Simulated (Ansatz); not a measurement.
# Perturbing BN

Base: a COD entry, whose atoms a relaxation with PBE at fixed cell left in place.

```xyz
4
Lattice="2.5400 0.0000 0.0000 -1.2700 2.1997 0.0000 0.0000 0.0000 6.5980" Properties=species:S:1:pos:R:3 pbc="T T T"
B     0.0000    1.4665    1.6495
B     1.2700    0.7332    4.9485
N     0.0000    1.4665    4.9485
N     1.2700    0.7332    1.6495
```

Sites (sets of like atoms) are named by element and the number of their first atom in this list.

Computed with Ansatz: DFT, PBE, plane waves and PAW, scalar-relativistic, 420 eV cutoff, Γ-centred 13×13×5 k-points, Fermi–Dirac smearing 0.02 eV.

Task: Variant: z stretched by 3 %, ions relaxed. What happens to the gradients (10²¹ V/m²)?

Result: 

| site | atoms | V_zz base | η base | V_zz variant | η variant |
| --- | --- | --- | --- | --- | --- |
| B | 1, 2 | 2.74 | 0.00 | 2.74 | 0.00 |
| N | 3, 4 | -0.78 | 0.00 | -0.74 | 0.00 |

The largest change of V_zz is on N, from -0.78 to -0.74. In per cent, |V_zz| changes by 0 on B, -5 on N (all sites that start above 0.5).

For the base: At this cell the PBE pressure is -6 GPa (principal stresses up to 11 GPa in size), so it isn't the equilibrium cell of PBE. The entry's cell may itself be off.
For the variant: At this changed cell the PBE pressure is -7 GPa.
